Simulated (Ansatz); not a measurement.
Input:

Sr2ZrTiO6:
Space group P4/mmm (No. 123); a = b = 4.0310 Å, c = 7.9949 Å, α = β = γ = 90.00°

```tsv
atom	site	symmetry	x	y	z
Sr	2g	4mm	0.0000	0.0000	0.2358
O	2h	4mm	0.5000	0.5000	0.2383
Ti	1c	4/mmm	0.5000	0.5000	0.0000
O	2f	mmm.	0.0000	0.5000	0.0000
Zr	1d	4/mmm	0.5000	0.5000	0.5000
O	2e	mmm.	0.0000	0.5000	0.5000
```

This is the PBEsol-relaxed structure.

### Question
All from DFT-PBEsol in the program Ansatz with PAW potentials, unless another level is named. Predict the smallest direct gap on the standard path.

### Answer
2.09 eV.

### Question
Predict the hole effective mass with spin–orbit coupling.

### Answer
0.93, 0.93, 13 mₑ (principal values).

### Question
What about the conduction-band minimum?

### Answer
at Γ.

The start of the workflow was typed in or built on a structure type; neither database checked (COD, Materials Project) lists it. Its standing as an ambient phase is unchecked. The PBEsol relaxation kept the symmetry of its start. At this level the phase is dynamically unstable (imaginary phonons). The workflow began spin-polarised and lost its moments. Spin–orbit coupling is left out wherever it is not named.

Potentials: the earlier of the program's two PAW sets. The files were generated under PBE; for other functionals the program regenerates the frozen cores, and for LDA and PBEsol the local potential too.
